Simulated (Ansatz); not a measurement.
A geometry of PtSe2 away from equilibrium: step 3 of the relaxation of a randomly generated symmetric cell of PtSe2 (space group No. 160). These are r2SCAN (plane waves to 500 eV, PAW, scalar-relativistic; Ansatz, a quantum-chemistry and plane-wave program) values and carry that method's errors. Γ-centred k-mesh 5×5×5 on the run's cell (coarser than for final values), Fermi–Dirac smearing 0.05 eV. The plane waves were selected for a different cell earlier on the path.

```xyz
6
Lattice="3.5077 2.0252 3.2514 -3.5077 2.0252 3.2514 0.0000 -4.0503 3.2514" Properties=species:S:1:pos:R:3 pbc="T T T"
Pt     0.0000     0.0000     2.1846
Pt     0.0000     0.0000     4.7996
Se    -1.1684     0.6746     7.1218
Se     0.0000    -1.3492     7.1218
Se     1.1684     0.6746     7.1218
Se     0.0000     0.0000     8.9297
```

Question: What forces act on the atoms (eV/Å)?

Answer: 
```csv
atom,Fx,Fy,Fz
Pt1,0.00,0.00,0.11
Pt2,0.00,0.00,-1.02
Se3,-7.34,4.24,-3.01
Se4,0.00,-8.48,-3.01
Se5,7.34,4.24,-3.01
Se6,0.00,0.00,9.95
```

The path ends in R3m (No. 160). No spin polarisation in the result.

The run could not lose the symmetry of its start, so the end can be a saddle point.

The end of the path is a generated cell of PtSe2: the first start was made by a random draw of sites in a space group, and the end was not matched to a known phase here, so it may be hypothetical. Known forms of PtSe2 include space group No. 164.
